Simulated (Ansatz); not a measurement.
Computed properties of LiZn

```yaml
crystal:
  lattice:
    - [0.00000, 3.11100, 3.11100]
    - [3.11100, 0.00000, 3.11100]
    - [3.11100, 3.11100, 0.00000]
  atoms:
    - { symbol: Li, position: [0.50000, 0.50000, 0.50000] }
    - { symbol: Li, position: [0.75000, 0.75000, 0.75000] }
    - { symbol: Zn, position: [0.00000, 0.00000, 0.00000] }
    - { symbol: Zn, position: [0.25000, 0.25000, 0.25000] }
```

Atoms are numbered in the order listed.

The cell comes from COD entry 1539532, which wasn't checked; take it as a given geometry. It is an old determination, and later ones may differ.

All numbers are computed: DFT, LDA, all-electron LAPW, scalar-relativistic (Ansatz 0.2.0); DFT, LDA, PAW with Ansatz's default frozen-core files, scalar-relativistic (Ansatz 0.2.0).

For LAPW: a Γ-centred 9×9×9 k mesh, Fermi–Dirac smearing of 0.08 eV, basis error target 0.5 meV/atom, no spin polarisation. PAW takes a cutoff of 420 eV at this cell (files made with PBE, cores remade for this functional). The Ansatz runs share mesh, smearing and spin set-up. Values come from LAPW unless marked.

```yaml
Pressure_at_this_cell: -5.67 GPa
Band_gap: "none: bands cross the Fermi level, a metal"
Density_of_states_at_the_Fermi_level_0.2_eV_bin: 1.34 states/eV per cell
Löwdin_charges_with_1.23_e_of_the_cell_spilling_out_of_the_atomic_basis_so_their_sizes_and_signs_hang_on_that_basis: Li1 0.04, Zn3 0.57 e
Bader_charges_from_the_PAW_run: Li1 +0.81, Zn3 -0.81 e
Volume_per_atom: 15.05 Å³
```
